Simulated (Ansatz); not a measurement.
# Where the states of Li lie

```cif
data_structure
_symmetry_space_group_name_H-M 'P 1'
_symmetry_Int_Tables_number 1
_cell_length_a 3.1110
_cell_length_b 3.1110
_cell_length_c 5.0930
_cell_angle_alpha 90.000
_cell_angle_beta 90.000
_cell_angle_gamma 120.000
_cell_volume 42.69
loop_
_atom_site_label
_atom_site_type_symbol
_atom_site_fract_x
_atom_site_fract_y
_atom_site_fract_z
_atom_site_occupancy
Li1 Li 0.33333 0.66667 0.25000 1
Li2 Li 0.66667 0.33333 0.75000 1
```

The runs use the primitive cell with vectors (3.111, 0.000, 0.000), (-1.556, 2.694, 0.000), (0.000, 0.000, 5.093) Å, to which the k mesh refers.

The structure is an experimental refinement, used without relaxation.

All numbers below come from DFT, PBEsol, all-electron LAPW, scalar-relativistic in Ansatz 0.2.0.

The runs use a Γ-centred 15×15×8 k mesh, Fermi–Dirac smearing of 0.03 eV, basis error target 0.25 meV/atom, no spin polarisation.

States per eV and cell, averaged over 0.6 eV, from -3.4 to 1.8 eV, with energies (bin centres) from the Fermi level; empty bins are left out. 

```json
{"E (eV)": "-3.2", "total": "0.21"}
{"E (eV)": "-2.6", "total": "0.41"}
{"E (eV)": "-2.0", "total": "0.54"}
{"E (eV)": "-1.4", "total": "0.64"}
{"E (eV)": "-0.8", "total": "0.76"}
{"E (eV)": "-0.2", "total": "0.96"}
{"E (eV)": "0.4", "total": "0.96"}
{"E (eV)": "1.0", "total": "0.95"}
{"E (eV)": "1.6", "total": "0.79"}
```
